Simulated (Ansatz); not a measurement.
# C: relaxed-ion elastic tensor

These are results of Ansatz, DFT PBEsol, scalar-relativistic, plane waves, PAW, not measurements. Settings: 420 eV plane-wave cutoff, Γ-centred 14×14×14 mesh, fixed occupations. No spin polarisation.

Relaxed structure:
```
CELL_PARAMETERS angstrom
0.00000 2.12939 3.70572
1.22942 0.00000 3.70572
1.22942 2.12939 0.00000
ATOMIC_POSITIONS crystal
C 0.16670 0.83330 0.16670
C 0.83330 0.16670 0.83330
```

The crystal is built of layers and no dispersion correction was added, so the binding between them is poorly described, and with it their spacing and whatever depends on it.

Task: Give the relaxed-ion elastic constants (GPa, Voigt order xx yy zz yz xz xy, on the axes of the cell above).

Result:
C11 = 965.2, C12 = 177.8, C13 = -0.6, C22 = 964.6, C23 = -1.0, C33 = 6.3, C44 = -1.1, C55 = 2.9, C66 = 393.1 GPa; the others vanish.

Task: Is the crystal stable against homogeneous strain?

Result: No: the tensor has an eigenvalue of -1.1 GPa, so some strain lowers the energy.

This form isn't the element's structure at ambient conditions.

Cost: 1 run of about 4.2 core-minutes, on AMD EPYC 7R43 (Zen 3) (shared hosts).